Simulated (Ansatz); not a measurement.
Level: r2SCAN, no spin polarisation; 500 eV; 7×7×4 Γ-centred mesh; gaussian occupations (width 0.0302 eV); Ansatz 0.2.0, fixed geometry.

Computed maps in the lattice plane spanned by a (left to right, 3.68 Å, 11 points from zero) and b (bottom to top, 3.68 Å, 11 points from zero), 90° apart, at height 0.000 along c. The fields are smooth PAW ones with compensation charges, not the true ones near nuclei.

Valence density. Digits on a logarithmic scale: 0 up to 0.03 e/Å³, each further digit a factor of 1.6, 9 from 1.3 e/Å³ up:
```
99879999789
98657887568
77544554457
99742112479
99851001589
99851001589
99742112479
77544554457
98657887568
99879999789
99979999799
```

ELF. Ten even steps from '0' (0.01) to '9' (0.99):
```
97127777217
11116886111
32101441012
77610000167
47840000487
47840000487
77610000167
32101441012
11116886111
97127777217
99137447319
```

Problem. The cell is CsCoF₄. Which atoms lie within 0.2 Å of this plane, and where (fractions of a and b)?

Solution. Co at (0.00, 0.00), F at (0.50, 0.00), F at (0.00, 0.50). The whole cell:
```yaml
crystal:
  lattice:
    - [3.67506, 0.00000, 0.00000]
    - [0.00000, 3.67506, 0.00000]
    - [0.00000, 0.00000, 6.33447]
  atoms:
    - { symbol: Cs, position: [0.50000, 0.50000, 0.50000] }
    - { symbol: Co, position: [0.00000, 0.00000, 0.00000] }
    - { symbol: F, position: [0.50000, 0.00000, 0.00000] }
    - { symbol: F, position: [0.00000, 0.50000, 0.00000] }
    - { symbol: F, position: [0.00000, 0.00000, 0.27700] }
    - { symbol: F, position: [0.00000, 0.00000, 0.72300] }
```

Origin: a known structure type with other elements, at an estimated volume, so it need not be a known compound. Caveats: no spin polarisation, so a magnetic state may lie lower.
